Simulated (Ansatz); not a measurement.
## Hg: projected DOS by orbital

```yaml
crystal:
  lattice:
    - [4.54000, 0.00000, 0.00000]
    - [-2.27000, 3.93176, 0.00000]
    - [0.00000, 0.00000, 3.87000]
  atoms:
    - { symbol: Hg, position: [0.33333, 0.66667, 0.50000] }
    - { symbol: Hg, position: [0.00000, 0.00000, 0.00000] }
    - { symbol: Hg, position: [0.66667, 0.33333, 0.50000] }
```

Atoms are numbered in the order listed.

The cell comes from COD entry 1538509, which wasn't checked; take it as a given geometry.

Spin–orbit coupling is left out, though it moves levels of the heavy atoms by tenths of an eV or more.

Theory: DFT, PBEsol, all-electron LAPW, scalar-relativistic (Ansatz 0.2.0).

The runs use a Γ-centred 8×8×9 k mesh, Fermi–Dirac smearing of 0.05 eV, basis error target 0.5 meV/atom, no spin polarisation.

States per eV for one atom of each kind, in 0.4 eV bins named by their centres, from the Fermi level, projected on a minimal set of Löwdin-orthogonalised atomic shells; orbitals are real harmonics on the Cartesian axes, equal curves share a column, and empty bins are left out, as is all above 14.1 eV, near the top of the computed bands.

Hg1 5d:

```
# E all dz2 dxz=dyz dx2-y2=dxy
-9.9 0.01 0.01 0.00 0.00
-9.5 0.13 0.11 0.00 0.01
-9.1 1.65 0.30 0.00 0.68
-8.7 3.22 0.55 0.06 1.27
-8.3 3.33 0.12 1.10 0.50
-7.9 2.31 0.23 0.96 0.08
-7.5 2.04 0.70 0.41 0.26
-7.1 3.01 0.95 0.67 0.36
-6.7 2.02 0.50 0.49 0.28
-6.3 4.30 1.31 0.97 0.53
-5.9 1.84 0.11 0.24 0.63
-5.5 0.37 0.03 0.02 0.15
-5.1 0.05 0.01 0.01 0.01
-4.7 0.08 0.01 0.01 0.03
-4.3 0.08 0.01 0.01 0.03
-3.9 0.06 0.00 0.01 0.02
-3.5 0.06 0.00 0.01 0.02
-3.1 0.07 0.00 0.01 0.02
-2.7 0.06 0.00 0.01 0.02
-2.3 0.04 0.00 0.01 0.01
-1.9 0.04 0.00 0.01 0.01
-1.5 0.03 0.00 0.00 0.01
-1.1 0.02 0.00 0.00 0.01
-0.7 0.02 0.00 0.00 0.01
-0.3 0.01 0.00 0.00 0.00
0.1 0.01 0.00 0.00 0.00
0.5 0.01 0.00 0.00 0.00
0.9 0.01 0.00 0.00 0.00
1.3 0.01 0.00 0.00 0.00
1.7 0.01 0.00 0.00 0.00
2.1 0.01 0.00 0.00 0.00
2.5 0.01 0.00 0.00 0.00
```

Hg2 5d:

```
# E all dz2 dxz=dyz dx2-y2=dxy
-9.5 0.02 0.01 0.01 0.00
-9.1 0.18 0.02 0.07 0.01
-8.7 0.35 0.03 0.11 0.05
-8.3 0.62 0.04 0.15 0.14
-7.9 0.67 0.07 0.21 0.08
-7.5 1.50 0.26 0.29 0.33
-7.1 5.95 0.84 1.40 1.15
-6.7 6.00 1.68 0.85 1.31
-6.3 6.75 1.95 0.91 1.50
-5.9 2.14 0.06 0.73 0.31
-5.5 0.23 0.02 0.06 0.04
-5.1 0.09 0.00 0.03 0.01
-4.7 0.06 0.00 0.02 0.01
-4.3 0.06 0.00 0.02 0.01
-3.9 0.05 0.00 0.02 0.01
-3.5 0.05 0.00 0.02 0.01
-3.1 0.07 0.00 0.03 0.01
-2.7 0.05 0.00 0.02 0.01
-2.3 0.03 0.00 0.01 0.00
-1.9 0.02 0.00 0.01 0.00
-1.5 0.02 0.00 0.01 0.00
-1.1 0.01 0.00 0.00 0.00
-0.7 0.01 0.00 0.00 0.00
-0.3 0.01 0.00 0.00 0.00
0.1 0.01 0.00 0.00 0.00
0.5 0.01 0.00 0.00 0.00
0.9 0.01 0.00 0.00 0.00
1.3 0.01 0.00 0.00 0.00
1.7 0.01 0.00 0.00 0.00
```

Hg1 6s:

```
# E all
-9.9 0.04
-9.5 0.18
-9.1 0.30
-8.7 0.43
-8.3 0.03
-7.9 0.07
-7.5 0.18
-7.1 0.24
-6.7 0.13
-6.3 0.10
-5.9 0.13
-5.5 0.13
-5.1 0.11
-4.7 0.15
-4.3 0.16
-3.9 0.15
-3.5 0.17
-3.1 0.23
-2.7 0.21
-2.3 0.17
-1.9 0.19
-1.5 0.19
-1.1 0.15
-0.7 0.14
-0.3 0.11
0.1 0.09
0.5 0.11
0.9 0.09
1.3 0.07
1.7 0.05
2.1 0.05
2.5 0.05
2.9 0.03
3.3 0.03
3.7 0.02
4.1 0.03
4.5 0.03
4.9 0.03
5.3 0.03
5.7 0.02
6.1 0.02
6.5 0.01
6.9 0.01
7.3 0.01
7.7 0.01
```

Hg2 6s:

```
# E all
-9.9 0.02
-9.5 0.07
-9.1 0.08
-8.7 0.13
-8.3 0.14
-7.9 0.15
-7.5 0.22
-7.1 0.23
-6.7 0.08
-6.3 0.10
-5.9 0.16
-5.5 0.19
-5.1 0.11
-4.7 0.12
-4.3 0.15
-3.9 0.18
-3.5 0.23
-3.1 0.35
-2.7 0.38
-2.3 0.39
-1.9 0.32
-1.5 0.26
-1.1 0.17
-0.7 0.14
-0.3 0.09
0.1 0.06
0.5 0.08
0.9 0.08
1.3 0.06
1.7 0.05
2.1 0.04
2.5 0.03
2.9 0.03
3.3 0.02
3.7 0.01
4.1 0.01
5.3 0.01
```
